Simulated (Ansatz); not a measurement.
Ge2BN in space group R3m (No. 160; B on 3a, N on 3a, Ge on 3a, Ge on 3a) under volume change, plane-wave PAW LDA (Ansatz code), shape and atoms relaxed at each volume.

```json
[
 {"V (Å³/atom)": "11.711", "E − E(relaxed) (meV/atom)": "[?]", "P (GPa)": "[?]"},
 {"V (Å³/atom)": "12.098", "E − E(relaxed) (meV/atom)": "19.7", "P (GPa)": "8.64"},
 {"V (Å³/atom)": "12.484", "E − E(relaxed) (meV/atom)": "[?]", "P (GPa)": "[?]"},
 {"V (Å³/atom)": "12.870", "E − E(relaxed) (meV/atom)": "0.0", "P (GPa)": "-0.01"},
 {"V (Å³/atom)": "13.256", "E − E(relaxed) (meV/atom)": "4.2", "P (GPa)": "-3.35"},
 {"V (Å³/atom)": "13.642", "E − E(relaxed) (meV/atom)": "15.7", "P (GPa)": "-6.13"},
 {"V (Å³/atom)": "14.028", "E − E(relaxed) (meV/atom)": "33.3", "P (GPa)": "-8.41"}
]
```

### Question
Some entries are withheld; supply them.

### Answer

- 12.484, E − E(relaxed) (meV/atom): 4.6
- 12.484, P (GPa): 3.97
- 11.711, E − E(relaxed) (meV/atom): 46.9
- 11.711, P (GPa): 14.14

### Question
What does a third-order Birch–Murnaghan fit give for V₀, B₀ and B′?

### Answer
V₀ = 12.87 Å³/atom, B₀ = 120 GPa, B′ = 4.7.

The start of the workflow was typed in or built on a structure type; neither database checked (COD, Materials Project) lists it. Its standing as an ambient phase is unchecked. The cell was relaxed with LDA under the symmetry of its start; its stability against distortions is not shown here. Its formation energy is positive at this level, so the cell may be metastable or incomplete.

Potentials: the earlier of the program's two PAW sets. The files were generated under PBE; for other functionals the program regenerates the frozen cores, and for LDA and PBEsol the local potential too.
